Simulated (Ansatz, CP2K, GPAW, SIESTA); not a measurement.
AlSn: 4 runs at one level of theory

```xyz
2
Lattice="4.1981 0.0000 0.0000 -2.0991 3.6357 0.0000 0.0000 0.0000 3.3068" Properties=species:S:1:pos:R:3 pbc="T T T"
Sn    0.0000    2.4238    1.6534
Al    0.0000    0.0000    0.0000
```

The cell comes from a database or a generator and needn't be the stable form of this composition.

Alike in all runs: task band structure; functional LDA; k mesh 7 × 7 × 8; occupations fermi-dirac, width 0.05 eV; no spin polarisation; no spin-orbit coupling. LDA stands for any of its common fits. Pressure is positive in compression and, in plane waves, holds the error of the finite cutoff.

```json
{"program and potentials": "CP2K, GTH_POTENTIALS Sn GTH-PADE-q4, Al GTH-PADE-q3; TZVP-MOLOPT-PBE-GTH basis", "plane-wave cutoff (eV)": "-", "notes": "atomic basis; 3.5 valence electrons an atom on average", "pressure (GPa)": "-3.34"}
{"program and potentials": "GPAW, the program's PAW data sets (release 1.2.1) made for this functional", "plane-wave cutoff (eV)": "600", "notes": "8.5 valence electrons an atom on average", "pressure (GPa)": "-3.14"}
{"program and potentials": "SIESTA, files PseudoDojo sr-lda-0.4.1-standard, DZP (energy shift 0.003 Ry; two zetas on semicore shells)", "plane-wave cutoff (eV)": "-", "notes": "atomic basis; 8.5 valence electrons an atom on average", "pressure (GPa)": "-2.82"}
{"program and potentials": "Ansatz, all-electron LAPW, scalar-relativistic", "plane-wave cutoff (eV)": "-", "notes": "-", "pressure (GPa)": "-3.02"}
```

The pressure spans -3.34 (CP2K, GTH_POTENTIALS Sn GTH-PADE-q4, Al GTH-PADE-q3; TZVP-MOLOPT-PBE-GTH basis) to -2.82 GPa (SIESTA, files PseudoDojo sr-lda-0.4.1-standard, DZP (energy shift 0.003 Ry; two zetas on semicore shells)), with all-electron results at -3.02. Rows in atomic bases carry the error of their basis and grid, which can be large.

The functional is the same throughout but for its coding, so the spread measures potentials, basis and numerics; runs on potential files found faulty are left out.
